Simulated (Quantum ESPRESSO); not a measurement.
Band energies of SiO2

```
SiO2
1.0
    4.97559     0.00000     0.00000
    0.00000     4.97559     0.00000
    0.00000     0.00000     6.90089
O Si
8 4
Direct
  0.61039   0.73824   0.68204
  0.76176   0.11039   0.43204
  0.38961   0.26176   0.18204
  0.23824   0.88961   0.93204
  0.11039   0.76176   0.56796
  0.26176   0.38961   0.81796
  0.88961   0.23824   0.06796
  0.73824   0.61039   0.31796
  0.19675   0.19675   0.00000
  0.30325   0.69675   0.75000
  0.80325   0.80325   0.50000
  0.69675   0.30325   0.25000
```

norm-conserving PBEsol (Quantum ESPRESSO, 84 Ry, no spin-orbit coupling); path ΓXMΓZRAZ,XR,MA; energies in eV from the valence-band maximum.

```
k (1/Å)  point  band 28  band 29  band 30  band 31  band 32  band 33  band 34  band 35
-------  -----  -------  -------  -------  -------  -------  -------  -------  -------
0.00         Γ    -1.28    -0.69    -0.31    -0.31     0.00     5.70     8.73     8.73
0.21              -1.19    -0.75    -0.40    -0.34    -0.08     6.00     8.80     8.82
0.42              -0.94    -0.75    -0.59    -0.41    -0.30     6.76     8.73     9.03
0.63         X    -1.01    -0.65    -0.65    -0.50    -0.50     7.74     7.74     9.17
1.05              -1.07    -0.64    -0.64    -0.54    -0.54     8.33     8.33     8.90
1.26         M    -1.32    -0.60    -0.60    -0.54    -0.54     8.67     8.67     8.77
1.44              -1.01    -0.67    -0.61    -0.59    -0.48     8.15     8.72     8.84
1.80              -0.97    -0.88    -0.49    -0.44    -0.20     6.51     8.71     9.05
1.98              -1.14    -0.75    -0.36    -0.35    -0.06     5.92     8.72     8.86
2.16         Γ    -1.28    -0.69    -0.31    -0.31     0.00     5.70     8.73     8.73
2.61         Z    -0.85    -0.55    -0.55    -0.39    -0.39     6.96     6.96     9.29
2.82              -0.93    -0.66    -0.66    -0.32    -0.32     7.15     7.15     9.30
3.03              -1.01    -0.86    -0.86    -0.22    -0.22     7.63     7.63     9.19
3.24         R    -1.01    -0.93    -0.93    -0.18    -0.18     8.03     8.03     8.98
3.40              -1.10    -0.92    -0.92    -0.21    -0.21     8.13     8.13     9.02
3.56              -1.28    -0.89    -0.89    -0.29    -0.29     8.41     8.41     9.12
3.72              -1.36    -0.79    -0.79    -0.43    -0.43     8.81     8.81     9.22
3.87         A    -1.35    -0.61    -0.61    -0.61    -0.61     9.17     9.17     9.17
4.02              -1.35    -0.77    -0.77    -0.45    -0.45     8.80     8.80     9.27
4.17              -1.33    -0.85    -0.85    -0.33    -0.33     8.27     8.27     9.36
4.32              -1.22    -0.82    -0.82    -0.28    -0.28     7.76     7.76     9.41
4.62              -0.90    -0.61    -0.61    -0.35    -0.35     7.06     7.06     9.31
4.77         Z    -0.85    -0.55    -0.55    -0.39    -0.39     6.96     6.96     9.29
4.77         X    -1.01    -0.65    -0.65    -0.50    -0.50     7.74     7.74     9.17
5.22         R    -1.01    -0.93    -0.93    -0.18    -0.18     8.03     8.03     8.98
5.22         M    -1.32    -0.60    -0.60    -0.54    -0.54     8.67     8.67     8.77
5.37              -1.32    -0.61    -0.61    -0.55    -0.55     8.75     8.75     8.86
5.68         A    -1.35    -0.61    -0.61    -0.61    -0.61     9.17     9.17     9.17
```

The PBEsol gap is direct, 5.70 eV at Γ.

Geometry of the Materials Project entry, not relaxed at this level.

This is not the ordinary phase of the substance.
